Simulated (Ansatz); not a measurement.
# MoSe: which magnetic state is lowest?

The calculation used Ansatz 0.2.0, DFT PBEsol+U, scalar-relativistic, plane waves, PAW.

```
CELL_PARAMETERS angstrom
0.00000 2.57485 2.57485
2.57485 0.00000 2.57485
2.57485 2.57485 0.00000
ATOMIC_POSITIONS crystal
Mo 0.00000 0.00000 0.00000
Se 0.50000 0.50000 0.50000
```

```
plane-wave cutoff                                : 420 eV
Γ-centred k-mesh                                 : 14×14×14
occupation rule                                  : Gaussian smearing, 0.05 eV
U_eff on Löwdin-orthogonalised atomic d orbitals : Mo 6 eV
list of starting moments (μB, in atom order)     : 3.5 0
check for lower electronic states after the SCF  : on
```

All runs keep this geometry, which isn't relaxed for the lowest state (largest force there 0.000 eV/Å, pressure 37.2 GPa) and needn't be a stable compound; relaxing each order would shift the differences by some 84 meV/atom, going by the pressures and a bulk modulus of about 150 GPa. A propagation vector, in units of the reciprocal vectors, doubles the cell, which takes an equally dense mesh. Site moments are spin moments in atom-centred spheres that scale with the neighbour distance. The states are those that the runs reached from these starts; a lower one can exist.

Q: Starts tried: large parallel starting moments; antiferromagnetic, doubled cell, propagation vector (0, 1/2, 1/2). Which state comes out lowest, and what are the moments?

A: The lowest state is antiferromagnetic, reached from the start “antiferromagnetic, doubled cell, propagation vector (0, 1/2, 1/2)”, with site moments (μB) Mo +2.83, Mo -2.83.

```json
{"start": "large parallel starting moments", "ends": "ferromagnetic", "energy above lowest (meV/atom)": "85.9", "site moments (μB)": "Mo +2.91", "gap on mesh (eV)": "metal", "P (GPa)": "40.3"}
{"start": "antiferromagnetic, doubled cell, propagation vector (0, 1/2, 1/2)", "ends": "antiferromagnetic", "energy above lowest (meV/atom)": "0.00", "site moments (μB)": "Mo +2.83, Mo -2.83", "gap on mesh (eV)": "metal", "P (GPa)": "37.2"}
```

Cost: 2 runs of about 4.7 core-minutes in all, on Oxide Virtual Turin-like Processor (Zen 5) (shared hosts).